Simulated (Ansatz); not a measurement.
Consider the following.

ZrSe2:
```xyz
6
Lattice="-2.6769 2.6769 5.6841 2.6769 -2.6769 5.6841 2.6769 2.6769 -5.6841" Properties=species:S:1:pos:R:3 pbc="T T T"
Zr     0.0000     0.0000     5.6841
Zr     2.6769     0.0000     2.8420
Se     0.0000     0.0000     3.0073
Se     2.6769     0.0000     0.1652
Se     2.6769     0.0000     5.5188
Se     0.0000     0.0000     8.3609
```

This is the PBE-relaxed structure.

Q: All from DFT-PBE in the program Ansatz with PAW potentials, unless another level is named. Predict the electronic character.

A: no gap, with almost no states at the Fermi level (zero-gap or semimetallic).

Q: What about the formation energy from the elements (no fitted shifts)?

A: -1.21 eV/atom.

Space group I4_1/amd (anatase). The cell is a constructed one: a structure type filled with these elements; neither database checked (COD, Materials Project) lists it. COD files the formula under space group No. 164, so this cell is another polymorph or a model. Its standing as an ambient phase is unchecked. The PBE relaxation kept the symmetry of its start; its stability against distortions is not shown here. No spin polarisation was allowed. A small band overlap can be real or an error of a semilocal functional. The references are the lowest solids computed at this level, not always the standard phases. Spin–orbit coupling is left out wherever it is not named.

Potentials: the later of the program's two PAW sets.
